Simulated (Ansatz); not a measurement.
Relaxation of a generated cell, Au built in the AFLOW prototype A_tI4_139_e (as in Si); 2 atoms in the cell, which starts as I4/mmm (No. 139), tI4; a = 3.270 Å, b = 3.270 Å, c = 6.351 Å, α = 90.00°, β = 90.00°, γ = 90.00°. These are PBEsol (plane waves to 420 eV, PAW, scalar-relativistic; Ansatz, a program for electronic structure) values and carry that method's errors. Γ-centred k-mesh 14×14×14 on the run's cell (coarser than for final values), Fermi–Dirac smearing 0.05 eV. This is the first round of the run. 

The optimiser's lines from the output (shortened; P is positive under compression):

```
relax step   1: F+E_penalty+E_count = -26011.45014351 eV  Δ(F+E_penalty+E_count) = +0.000e0 eV  max|allowed force component| = 2.541e0 eV/Å  Δτ_max = 0.0000 Å  P = +61.008 GPa  Ω = 33.959 Å³  (6 SCF iters, dr2 threshold 1.00e-7 eV, accepted)
relax step   2: F+E_penalty+E_count = -26012.72496367 eV  Δ(F+E_penalty+E_count) = -1.275e0 eV  max|allowed force component| = 4.670e-1 eV/Å  Δτ_max = 0.0374 Å  P = +21.557 GPa  Ω = 38.792 Å³  (7 SCF iters, dr2 threshold 2.00e-7 eV, accepted)
relax step   3: F+E_penalty+E_count = -26013.03245620 eV  Δ(F+E_penalty+E_count) = -3.075e-1 eV  max|allowed force component| = 4.364e-1 eV/Å  Δτ_max = 0.0421 Å  P = +6.654 GPa  Ω = 41.992 Å³  (7 SCF iters, dr2 threshold 2.00e-7 eV, accepted)
relax step   4: F+E_penalty+E_count = -26013.14612691 eV  Δ(F+E_penalty+E_count) = -1.137e-1 eV  max|allowed force component| = 4.143e-1 eV/Å  Δτ_max = 0.0958 Å  P = -2.424 GPa  Ω = 43.688 Å³  (7 SCF iters, dr2 threshold 2.00e-7 eV, accepted)
relax step   5: F+E_penalty+E_count = -26013.25952213 eV  Δ(F+E_penalty+E_count) = -1.134e-1 eV  max|allowed force component| = 5.106e-1 eV/Å  Δτ_max = 0.0787 Å  P = -5.861 GPa  Ω = 43.213 Å³  (7 SCF iters, dr2 threshold 2.00e-7 eV, accepted)
relax step   6: F+E_penalty+E_count = -26013.43143343 eV  Δ(F+E_penalty+E_count) = -1.719e-1 eV  max|allowed force component| = 6.433e-1 eV/Å  Δτ_max = 0.0782 Å  P = -7.395 GPa  Ω = 41.998 Å³  (6 SCF iters, dr2 threshold 2.00e-7 eV, accepted)
relax step   7: F+E_penalty+E_count = -26013.60341447 eV  Δ(F+E_penalty+E_count) = -1.720e-1 eV  max|allowed force component| = 3.464e-1 eV/Å  Δτ_max = 0.0804 Å  P = -3.798 GPa  Ω = 39.755 Å³  (6 SCF iters, dr2 threshold 2.00e-7 eV, accepted)
relax step   8: F+E_penalty+E_count = -26013.50029694 eV  Δ(F+E_penalty+E_count) = +1.031e-1 eV  max|allowed force component| = 8.382e-2 eV/Å  Δτ_max = 0.0197 Å  P = +13.105 GPa  Ω = 36.162 Å³  (6 SCF iters, dr2 threshold 2.00e-7 eV, rejected (line search))
relax step   9: F+E_penalty+E_count = -26013.62475536 eV  Δ(F+E_penalty+E_count) = -2.134e-2 eV  max|allowed force component| = 1.405e-2 eV/Å  Δτ_max = 0.0247 Å  P = +0.443 GPa  Ω = 38.618 Å³  (10 SCF iters, accepted)
relax step  10: F+E_penalty+E_count = -26013.62498428 eV  Δ(F+E_penalty+E_count) = -2.289e-4 eV  max|allowed force component| = 7.282e-4 eV/Å  Δτ_max = 0.0009 Å  P = +0.008 GPa  Ω = 38.718 Å³  (4 SCF iters, dr2 threshold 2.00e-7 eV, accepted)
relax step  11: F+E_penalty+E_count = -26013.62498624 eV  Δ(F+E_penalty+E_count) = -1.962e-6 eV  max|allowed force component| = 3.606e-6 eV/Å  Δτ_max = 0.0001 Å  P = -0.003 GPa  Ω = 38.720 Å³  (3 SCF iters, dr2 threshold 7.91e-9 eV, accepted)
relax step  12: F+E_penalty+E_count = -26013.65150763 eV  Δ(F+E_penalty+E_count) = -2.652e-2 eV  max|allowed force component| = 5.289e-6 eV/Å  Δτ_max = 0.0000 Å  P = +1.403 GPa  Ω = 38.720 Å³  stress off target by 2.09e0 GPa  SCF on the basis re-selected at this cell (its energy is not comparable with the rows above)  (8 SCF iters)
relax step  13: F+E_penalty+E_count = -26013.65425090 eV  Δ(F+E_penalty+E_count) = -2.743e-3 eV  max|allowed force component| = 3.246e-4 eV/Å  Δτ_max = 0.0000 Å  P = +0.244 GPa  Ω = 39.052 Å³  (5 SCF iters, dr2 threshold 2.00e-7 eV, accepted)
relax step  14: F+E_penalty+E_count = -26013.65431924 eV  Δ(F+E_penalty+E_count) = -6.835e-5 eV  max|allowed force component| = 3.336e-5 eV/Å  Δτ_max = 0.0000 Å  P = +0.011 GPa  Ω = 39.123 Å³  (3 SCF iters, dr2 threshold 2.00e-7 eV, accepted)
relax step  15: F+E_penalty+E_count = -26013.65442482 eV  Δ(F+E_penalty+E_count) = -1.056e-4 eV  max|allowed force component| = 3.267e-5 eV/Å  Δτ_max = 0.0000 Å  P = +0.005 GPa  Ω = 39.123 Å³  stress off target by 1.06e-2 GPa  SCF on the basis re-selected at this cell (its energy is not comparable with the rows above)  (6 SCF iters)
```

From the first to the last row the energy changes by -1.10 eV/atom and the volume by +15.2 %. The last row is marked as not comparable with the walk above it, whose basis was carried along; it does compare with step 1, since both stand on a basis selected at the nominal cutoff for their own cell.

Energy and pressure jump between steps 11 and 12 at one geometry, where the plane-wave basis was selected anew. While the cell walks, the set of plane waves is carried along, so its effective cutoff drifts with the strain; re-selecting it at 420 eV moved the energy by -0.013 eV/atom and the pressure by 1.4 GPa. Only step 1 and rows on a re-selected basis compare with each other.

Step 8 was rejected by the optimiser.

Later rounds, restarted from the end of this one on a renewed k-mesh, logged 8 more steps and released under 0.01 eV/atom more. The final structure after all rounds: Pm-3m (No. 221), cP1, simple cubic type; a = 2.6954 Å, b = 2.6954 Å, c = 2.6954 Å, α = 90.00°, β = 90.00°, γ = 90.00°. Between re-selections the logged energies stand on a plane-wave basis carried along with the cell. No spin polarisation in the result.

The run could not lose the symmetry of its start: the end is stationary, and may be a saddle point rather than a minimum.

The relaxed structure here is a generated cell of Au: the first start was made by placing the elements on the sites of a structure type, and the end was not matched to a known phase here, so it may be hypothetical. Known forms of Au include space group No. 225.
